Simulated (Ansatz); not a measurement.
Consider the following.

Starting cell, Ta (bcc, W type):

```yaml
crystal:
  lattice:
    - [-3.31974, 3.31974, 3.31974]
    - [1.65987, -1.65987, 1.65987]
    - [1.65987, 1.65987, -1.65987]
  atoms:
    - { symbol: Ta, position: [0.00000, 0.00000, 0.00000] }
    - { symbol: Ta, position: [0.50000, 0.00000, 0.00000] }
```

A phonon eigenvector at N = (0.5, 0.0, 0.0) is frozen into this cell: atom i moves by Q times the vector below, so Q is the largest atomic displacement, in Å. The cell is held. (q is in reciprocal vectors of the primitive cell; the cell shown is doubled to hold the pattern.)

```
atom      x       y       z
----  -----  ------  ------
Ta1   0.000   0.707  -0.707
Ta2   0.000  -0.707   0.707
```

All values below come from PBE (plane waves to 420 eV, PAW, scalar-relativistic; Ansatz, a quantum-chemistry and plane-wave program). k mesh 10×20×20 (Γ-centred), Fermi-Dirac smearing 0.05 eV. The energy includes the smearing's −TS. With partly filled bands, energies and forces of such displacements shift with the k mesh and the smearing. Spin-orbit coupling is left out, though Ta is heavy. Ta is run without spin polarisation. Ta was relaxed with its symmetry unable to fall. The PAW data are Ansatz's earlier set. ΔE is measured from the undisplaced structure.

The scan covers Q from -0.280 to 0.280 Å in 13 points.

### Question
Which space group does the distorted structure have?

### Answer
Cmcm (No. 63), lowered from Im-3m.

### Question
What is the energy change at Q = 0.280 Å?

### Answer
357 meV/cell.

### Question
What harmonic wavenumber does the curvature at Q = 0 give?

### Answer
89 cm⁻¹.

(A displaced cell: forces are minus the slopes of the energy, force constants its curvatures, and phonons follow from these.)
